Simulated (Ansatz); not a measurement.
Consider the following.

Al (fcc, Cu type)

```xyz
2
Lattice="0.0000 4.0400 4.0400 2.0200 2.0200 4.0400 2.0200 2.0200 0.0000" Properties=species:S:1:pos:R:3 pbc="T T T"
Al     0.0000     0.0000     0.0000
Al     2.0200     4.0400     6.0600
```

A phonon eigenvector at X = (0.5, 0.5, 0.0) is frozen into this cell: atom i moves by Q times the vector below, so Q is the largest atomic displacement, in Å. The cell is held. (q is in reciprocal vectors of the primitive cell; the cell shown is doubled to hold the pattern.)

```json
[
 {"atom": "Al1", "x": "0.000", "y": "0.000", "z": "-1.000"},
 {"atom": "Al2", "x": "0.000", "y": "0.000", "z": "1.000"}
]
```

The numbers are results of PBE (plane waves to 420 eV, PAW, scalar-relativistic; Ansatz, an electronic-structure program), not measurements. k mesh 20×20×20 (Γ-centred), Fermi-Dirac smearing 0.05 eV. The energy includes the smearing's −TS. With partly filled bands, energies and forces of such displacements shift with the k mesh and the smearing. Al was relaxed with its symmetry unable to fall. The PAW data are Ansatz's earlier set. The zero of ΔE is the undisplaced structure.

The scan covers Q from -0.180 to 0.180 Å in 13 points.

Which space group does the distorted structure have?

P4/nmm (No. 129), lowered from Fm-3m.

Is this a single well or a double well?

A single well with its minimum at or next to zero displacement.

What is the energy change at Q = 0.180 Å?

332 meV/cell.

What harmonic wavenumber does the curvature at Q = 0 give?

320 cm⁻¹.

(A displaced cell: forces are minus the slopes of the energy, force constants its curvatures, and phonons follow from these.)
